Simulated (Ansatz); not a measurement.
Ansatz (a first-principles code) input:

Ansatz 0.2 input:
```yaml
crystal:
  lattice:
    - [2.8008137393, 1.6170505663, 6.6049180302]
    - [-2.8008137393, 1.6170505663, 6.6049180302]
    - [0.0, -3.2341011327, 6.6049180302]
  atoms:
    - { symbol: K, position: [0.9084935564, 0.9084935564, 0.9084935564] }
    - { symbol: K, position: [0.0915064436, 0.0915064436, 0.0915064436] }
    - { symbol: K, position: [0.5, 0.5, 0.5] }
    - { symbol: Cu, position: [0.5, 0.0, 0.5] }
    - { symbol: Cu, position: [0.5, 0.5, 0.0] }
    - { symbol: Cu, position: [0.0, 0.5, 0.5] }
    - { symbol: P, position: [0.2558983377, 0.2558983377, 0.2558983377] }
    - { symbol: P, position: [0.7441016623, 0.7441016623, 0.7441016623] }
kpoints:
  mp_grid: { grid: [6, 6, 6] }
basis: { xc_grid: 2, fft_grid_basis: typed }
hamiltonian:
  xc: pbesol
  pseudopotentials: { kind: paw }
scf:
  occupations: { method: fixed }
checkpoint: { read: static.run }
output: { write_density: true, elf: true, volumetric_format: npy }
```

Output (shortened):

```
Pseudopotentials: kind: paw
Pseudopotential: K, paw, valence charge 9
Pseudopotential: Cu, paw, valence charge 19
Pseudopotential: P, paw, valence charge 5
Functional definition: PBEsol
Crystal: 8 atoms, lattice volume = 179.484 Å³
Basis set: ecut = 420 eV, 3551 PW (Γ), exchange–correlation on 100×100×100 points (8 copies of the dense FFT grid, shifted against one another)
Bands: 57, of which v1, the nominal top of the filled ones, is band 47 counted from 1 (46 counted from 0)
Symmetry: 12 space group operations
Space group: R-3m (ITA 166), of the structure as read, at distance tolerance 5.6e-5 Å
k-points: 32 of 216
PAW frozen core: K, regenerated for the run's functional, and the local potential with it
PAW frozen core: Cu, regenerated for the run's functional, and the local potential with it
PAW frozen core: P, regenerated for the run's functional, and the local potential with it
Initial density: read from a saved state, or passed on in memory by an earlier SCF of this step, an earlier step, the calling program or the single point that …
Stability of the state it starts from, as read at its close in the unpolarized treatment …
Initial wavefunctions: pseudopotential atomic-orbital guess
Eigensolver: davidson
Functional: x = pbesol(κ = 0.804, μ = 0.12345679012345678), c = pbesol(β = 0.046)
iter 1 solved again at ethr=1.54e-7 eV; its pass at ethr=3.10e-3 eV (dr2=1.44e-4 eV) is discarded
SCF iter   1: F=—  HF=-25796.955894 eV  |F-HF|=—  |Δ(HF+E_count)|=         —  Δρ=9.73e-7  dr2=1.66e-9  ethr=1.54e-7  ⟨swp⟩=4.0  Hψ=11278  notcnv=0  defer=254
all-band conjugate gradients solve this SCF's bands
preconditioner: auto → Resta (q_TF=auto, 2.449 Å⁻¹)
SCF iter   2: F=—  HF=-25796.955999 eV  |F-HF|=—  |Δ(HF+E_count)|=   1.05e-4  Δρ=1.37e-6  dr2=1.84e-9  ethr=1.77e-12  ⟨swp⟩=15.3  Hψ=10558  notcnv=0
SCF iter   3: F=-25796.955999 eV  HF=-25796.955999 eV  |F-HF|=2.47e-10  |Δ(HF+E_count)|=  4.29e-10  Δρ=2.83e-7  dr2=3.05e-10  ethr=1.77e-12  ⟨swp⟩=1.0  Hψ=4304  notcnv=0
SCF 1 converged in 3 iterations: F = -25796.955999 eV  dr2 = 3.05e-10
SCF converged after 3 iterations
Free energy (F): -25796.955999 eV
Harris-Foulkes:  -25796.955999 eV  (|F-HF|=2.47e-10)
Internal energy: -25796.955999 eV  (E = F + TS)
E sigma→0 (E₀):  -25796.955999 eV
Fermi energy:    6.993550 eV
--- Per-component energies (eV) ---
  E_band       = -1814.961004
  E_kinetic    = 1805.597492
  E_local      = -21748.740886  (includes V_loc(G=0)·N_el)
  E_nonlocal   = 1289.627517
  E_hartree    = 9629.631298
  E_xc         = -789.011488
  E_vxc        = -957.886917  (∫ρ·V_xc dr)
  E_paw        = -8278.574419  (= ΣΔE_a)
  E_vpaw       = -1462.820156  (= ΣTr[D̂ρ^β])
  E_aug_tail   = 0.000749  (compensation charges beyond the density's cutoff)
  E_ewald      = -7706.520716
  E_core_change = 1.034454  (= ΣΔE_core)
  E_smearing   =  0.000000  (= −TS)
  E_closure    =  0.000000  (closes the sum)
  Σ components = -25796.955999   (vs F -25796.955999, Δ=0.00e0)
  [band-id]    e_kinetic+e_local+e_nonlocal+2·e_hartree+e_vxc+e_vpaw+e_augmentation_tail = -1814.959605   (vs E_band -1814.961004, Δ=1.40e-3)
--- Band table (eV; the first three rows and the last of 32) ---
  k-point 0: bands = ["-104.6095", "-104.6078", "-104.6078", "-62.2805", "-62.2674", "-62.2674", "-62.0896", "-62.0896", "-62.0803", "-62.0688", "-62.0566", "-62.0566", "-23.7045", "-22.9348", "-22.9129", "-7.3373", "-7.3373", "-7.2293", "-6.7210", "-6.5590", "-6.5590", "-6.5248", "-6.5248", "-6.4512", "-3.2612", "-2.0578", "2.8433", "2.9950", "2.9950", "3.8105", "4.4153", "4.4153", "4.5598", "4.8045", "4.8045", "5.0816", "5.0816", "5.1929", "5.3157", "5.3253", "5.3280", "5.3280", "5.5332", "5.5332", "5.7156", "6.8629", "6.8629", "8.6110", "9.0547", "9.1504", "9.1504", "10.3441", "10.3441", "11.7747", "12.7603", "12.7603", "13.2231"]
  k-point 1: bands = ["-104.6094", "-104.6079", "-104.6077", "-62.2797", "-62.2681", "-62.2674", "-62.0895", "-62.0890", "-62.0808", "-62.0681", "-62.0574", "-62.0567", "-23.7039", "-22.9349", "-22.9132", "-7.3432", "-7.3431", "-7.2358", "-6.7113", "-6.5592", "-6.5553", "-6.5503", "-6.5215", "-6.4503", "-3.1601", "-2.1171", "2.9263", "3.0481", "3.0558", "3.8721", "4.3949", "4.4228", "4.5953", "4.7330", "4.7537", "4.7859", "5.0219", "5.0395", "5.0993", "5.2452", "5.2995", "5.4497", "5.4757", "5.6930", "5.9116", "6.6618", "6.7705", "8.8408", "9.2358", "9.4731", "9.5054", "10.4374", "10.5609", "11.9385", "12.4449", "12.6524", "12.7558"]
  k-point 2: bands = ["-104.6091", "-104.6081", "-104.6077", "-62.2777", "-62.2700", "-62.2673", "-62.0893", "-62.0874", "-62.0822", "-62.0664", "-62.0595", "-62.0569", "-23.7026", "-22.9351", "-22.9140", "-7.3579", "-7.3543", "-7.2462", "-6.6886", "-6.6114", "-6.5621", "-6.5335", "-6.5127", "-6.4528", "-2.9180", "-2.2763", "3.0942", "3.1754", "3.2537", "3.9948", "4.2191", "4.3207", "4.3491", "4.5716", "4.7006", "4.7577", "4.9306", "4.9434", "5.0825", "5.0891", "5.2265", "5.2374", "5.3518", "5.8479", "6.1939", "6.4370", "6.6184", "8.8077", "10.1371", "10.2366", "10.3926", "10.5831", "11.1122", "11.4100", "12.1676", "12.4112", "12.6002"]
  k-point 31: bands = ["-104.6095", "-104.6077", "-104.6077", "-62.2805", "-62.2674", "-62.2674", "-62.0895", "-62.0895", "-62.0803", "-62.0688", "-62.0566", "-62.0566", "-23.7044", "-22.9314", "-22.9163", "-7.3365", "-7.3365", "-7.2336", "-6.6825", "-6.5894", "-6.5894", "-6.5041", "-6.4952", "-6.4952", "-3.1327", "-2.1804", "3.0014", "3.0203", "3.0203", "3.9741", "4.4177", "4.4177", "4.5422", "4.6248", "4.8184", "4.8184", "5.0890", "5.0890", "5.1928", "5.3284", "5.3284", "5.4158", "5.4158", "5.4347", "5.7156", "6.9935", "6.9935", "8.2688", "8.8224", "8.8224", "10.9625", "11.0833", "11.0873", "11.0873", "12.1102", "12.1102", "12.7055"]
  band table: 57 of 57 bands, residual norms ≤ 1.0e-3 eV
```

Cost: about 18 core-seconds (a rough figure) on shared cores.

The workflow started from a Materials Project entry (that database holds measured and hypothetical structures alike); the Crystallography Open Database files this formula in space group No. 166, but the cells were not matched. Whether it is the stable phase at ambient conditions was not checked. Symmetry was held in the PBEsol relaxation; whether a distortion lowers the energy is not shown. No spin polarisation was allowed.

Potentials: the later of the program's two PAW sets.

Ansatz is a plane-wave DFT program.
